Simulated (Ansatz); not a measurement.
Sc2C:
```xyz
6
Lattice="3.5757 0.0000 0.0000 0.0000 3.5757 0.0000 0.0000 0.0000 6.4139" Properties=species:S:1:pos:R:3 pbc="T T T"
Sc     0.0000     0.0000     0.0000
Sc     1.7879     1.7879     0.0000
Sc     1.7879     0.0000     2.4071
Sc     0.0000     1.7879     4.0068
C      1.7879     0.0000     4.6855
C      0.0000     1.7879     1.7284
```

Relaxed with LDA. Special points in fractions of this cell's reciprocal vectors: Γ (0.000, 0.000, 0.000); X (0.000, 0.500, 0.000); M (0.500, 0.500, 0.000); Z (0.000, 0.000, 0.500); R (0.000, 0.500, 0.500); A (0.500, 0.500, 0.500).

Task: List the band energies nearest the Fermi level at these points for LDA (plane waves, PAW; program Ansatz).

Result: In eV from the Fermi level; about four levels below and three above (degenerate sets whole), none deeper than 8.9 eV; points with the same levels are listed once.

```csv
k,below,above
Γ,-0.95 -0.58 -0.32 -0.32,0.27 1.70 1.70
X,-1.89 -1.89 -0.26 -0.26,1.03 1.03 1.76 1.76
M,-2.23 -2.23 -0.14 -0.14,0.54 0.54 0.84 0.84
Z,-0.77 -0.77 -0.66 -0.56 -0.38,0.55 1.22 1.39 1.39
R,-1.78 -1.78 -0.11 -0.11,1.36 1.36 2.05 2.05
A,-2.10 -2.10 -0.22 -0.22,0.45 0.45 0.58 0.58
```

Space group P4/nmm. A made-up cell: these elements were put on the sites of a structure type; neither database checked (COD, Materials Project) lists it. Its standing as an ambient phase is unchecked. The cell was relaxed with LDA under the symmetry of its start. At this level the phase is dynamically unstable (imaginary phonons). No spin polarisation was allowed.

Potentials: the earlier of the program's two PAW sets. The files were generated under PBE; for other functionals the program regenerates the frozen cores, and for LDA and PBEsol the local potential too.
